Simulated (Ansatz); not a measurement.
**CdSe, first-principles data**

CdSe:
```xyz
8
Lattice="4.3467 0.0000 0.0000 -2.1733 3.7643 0.0000 0.0000 0.0000 14.1807" Properties=species:S:1:pos:R:3 pbc="T T T"
Cd     0.0000     0.0000     0.0055
Cd     0.0000     0.0000     7.0958
Cd     2.1733     1.2548    10.6383
Cd     0.0000     2.5096     3.5480
Se     0.0000     0.0000    11.5238
Se     0.0000     0.0000     4.4335
Se     2.1733     1.2548     7.9753
Se     0.0000     2.5096     0.8849
```

Space group P6_3mc (No. 186); conventional cell a = b = 4.3467 Å, c = 14.1807 Å, α = β = 90.00°, γ = 120.00°.

Method: DFT-HSE06 in the program Ansatz with PAW potentials. Structure relaxed to zero pressure with the same functional. Other levels are named where they apply.

**Cell and energy**

```
Item                  Value
---------------  ----------
Volume per atom    29.00 Å³
Density          5.48 g/cm³
```

**Electronic structure**

```
Quantity                                                                               Value
----------------------------  --------------------------------------------------------------
Band gap                                                                    1.50 eV (direct)
Valence-band maximum                                                                    at Γ
Conduction-band minimum                                                                 at Γ
Gap with spin–orbit coupling  1.37 eV (at the special points and the edges found without it)
```

**Mechanics**

```
Item                                  Result
----------------------------------  --------
Bulk modulus (Birch–Murnaghan fit)  50.2 GPa
Pressure derivative B′                   4.5
```

**Charges**

```
Item                         Result
-------------  --------------------
Bader charges  Cd +0.83, Se -0.83 e
```

The cell is a constructed one: a structure type filled with these elements. Its sites differ from those of the usual phase in this space group: another stacking or structure type. The HSE06 relaxation kept the symmetry of its start; its stability against distortions is not shown here. The hybrid was solved on a coarse mesh, the path and, where they were found, the r²SCAN edge points; its band edges are the extreme levels among these. Scalar-relativistic: spin–orbit coupling is off unless named, which matters more the heavier the elements.

Potentials: the later of the program's two PAW sets.
